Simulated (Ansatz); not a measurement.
Bi₂Pt:
```
CELL_PARAMETERS angstrom
      6.72112     0.00000     0.00000
      0.00000     6.72112     0.00000
      0.00000     0.00000     6.72112
ATOMIC_POSITIONS crystal
  Bi 0.37008 0.37008 0.37008
  Bi 0.62992 0.62992 0.62992
  Bi 0.12992 0.62992 0.87008
  Bi 0.87008 0.37008 0.12992
  Bi 0.87008 0.12992 0.62992
  Bi 0.12992 0.87008 0.37008
  Bi 0.62992 0.87008 0.12992
  Bi 0.37008 0.12992 0.87008
  Pt 0.00000 0.00000 0.00000
  Pt 0.50000 0.00000 0.50000
  Pt 0.50000 0.50000 0.00000
  Pt 0.00000 0.50000 0.50000
```

This is the PBEsol-relaxed structure.

All from PBEsol (plane waves, PAW; program Ansatz), unless another level is named. Estimate the density of states at the Fermi level.

0.26 states/eV per atom (mean over ±0.08 eV).

Predict the formation energy from the elements (no fitted shifts).

-0.24 eV/atom.

Space group Pa-3. The first step of the workflow began from a Materials Project structure, measured or hypothetical; the Crystallography Open Database files this formula in space group No. 205, but the cells were not matched. Whether it is the stable phase at ambient conditions was not checked. The PBEsol relaxation kept the symmetry of its start; its stability against distortions is not shown here. The run is not spin-polarised. The references are the lowest solids computed at this level, not always the standard phases. Scalar-relativistic: spin–orbit coupling is off unless named, which matters more the heavier the elements.

Potentials: the later of the program's two PAW sets.
